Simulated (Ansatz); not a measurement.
## V₃Au: which magnetic order is lowest?

```
CELL_PARAMETERS angstrom
7.92800 0.00000 0.00000
0.00000 3.96400 0.00000
0.00000 0.00000 3.96400
ATOMIC_POSITIONS crystal
V 0.00000 0.50000 0.50000
V 0.25000 0.00000 0.50000
V 0.25000 0.50000 0.00000
Au 0.00000 0.00000 0.00000
V 0.50000 0.50000 0.50000
V 0.75000 0.00000 0.50000
V 0.75000 0.50000 0.00000
Au 0.50000 0.00000 0.00000
```

Computed with plane-wave PAW DFT (Ansatz 0.2.0): r2SCAN, 500 eV cutoff, 4×8×8 Γ-centred mesh, fermi-dirac occupations of width 0.050 eV. The atoms are fixed and numbered as listed; spin is collinear, without spin-orbit coupling.

The cycle has several fixed points for this cell. Moments (μB):

| state | V1 | V2 | V3 | V5 | V6 | V7 | other atoms together | size of the net moment a cell |
| --- | --- | --- | --- | --- | --- | --- | --- | --- |
| A | 1.53 | 1.60 | 1.60 | -1.53 | -1.60 | -1.60 | 0.00 | 0.00 |
| B | 1.78 | 1.63 | -1.63 | -1.78 | 1.63 | -1.63 | 0.00 | 0.00 |
| C | 0.00 | 0.00 | 0.00 | 0.00 | 0.00 | 0.00 | 0.00 | 0.00 |
| D | 1.66 | 1.88 | -1.26 | 1.66 | -1.90 | -1.83 | 0.00 | 0.26 |
| E | 1.50 | 1.72 | -1.72 | -1.50 | -1.72 | 1.72 | 0.00 | 0.00 |

Site moments are taken in small spheres that don't touch (radius about 0.4 of the atom's shortest bond), so those of the magnetic atoms read low, and they needn't add up to the net moment. State C was run without spin polarisation.

Task: Which state has the lowest energy at zero smearing, and how far up are the others?

Result: State B (antiparallel, compensated) comes first by a margin too small to trust; D (antiparallel, not compensated) lies 3.7 meV above it, E (antiparallel, compensated) lies 21 meV above it, A (antiparallel, compensated) lies 25 meV above it, C (without moments) lies 125 meV above it, all counted an atom of the cell. The two lowest differ by only 4.9 meV for each atom with a column above, which mesh or functional could overturn.

Task: Which states have a gap on the mesh, and what pressure does each exert on this cell?

Result: A: no gap, -6.6 GPa; B: no gap, -5.0 GPa; C: no gap, -14.5 GPa; D: no gap, -4.6 GPa; E: no gap, -5.4 GPa (positive in compression). Moments take up room: without them the pressure is lower, so that state wants a smaller cell.

Task: What does magnetism gain here?

Result: 125 meV an atom of the cell, or 166 meV for each V atom, against state C, which has none. In a metal like this the level decides whether moments form at all, so this is no ordering energy.

Of 4 runs begun from atoms with typed moments, each in a different pattern, 1 ended in state B: one start isn't enough to call a state the ground state.

The cell is that of a Crystallography Open Database entry, unchanged but doubled along one cell vector so that moments can oppose.

Caveats: only orders that fit this cell and collinear spins were tried, so the true order may need a larger cell or canted moments; atoms and cell are not relaxed, and each state would relax in its own way; r2SCAN overestimates the moments and magnetic energies of itinerant metals, and can make a paramagnetic metal magnetic; the k mesh is coarse, so differences of a few meV are uncertain where a state is a metal; at this level the entry's cell stands at -5 GPa (positive in compression); one start a pattern, so a lower state of the same pattern may exist; the nearest magnetic atoms form triangles, which frustrates antiparallel coupling, so the true order may be non-collinear or need another cell.
